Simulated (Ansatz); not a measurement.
The calculation used DFT PBE+D3(BJ), scalar-relativistic, plane waves, PAW in Ansatz. Cutoff 420 eV, Γ-centred 14×14×8 mesh (5-atom cell), Gaussian smearing of 0.10 eV, no spin polarisation.

Formation energies are uncorrected and count from the elements' standard states at the same level.

Question: Find a candidate monoclinic metal that holds B and 1 more element, with a formation energy near −0.56 eV/atom and about 8 Å³ per atom, in a cell of 5 atoms.

Answer: TiB₄, space group C2/m (No. 12). Ti is surrounded by 12 B at 2.31–2.44 Å; around B lie 4 B at 1.73–1.82 Å, 1 B at 2.03 Å and 3 Ti at 2.31–2.44 Å.

```
Ti B
1.0
     1.51953   -2.59156    0.00000
     1.51953    2.59156    0.00000
    -0.53319    0.00000    4.85885
Ti B
1 4
Direct
  0.00000 0.00000 0.00000
  0.58061 0.24108 0.67157
  0.24108 0.58061 0.67157
  0.75892 0.41939 0.32843
  0.41939 0.75892 0.32843
```

The volume per atom is 7.65 Å³. The density is 3.95 g/cm³, the energy over the elements is −0.56 eV/atom and the gap on the 14×14×8 mesh of the 5-atom cell is 0 eV (a metal).

It was reached by relaxing an invented guess, and it needn't be the stable form of this composition. The answer needn't be unique; the calculation gave this one.

This cell was reached by moving the atoms of another relaxed cell at random and relaxing again, last within the group found; it had no such test of its own.
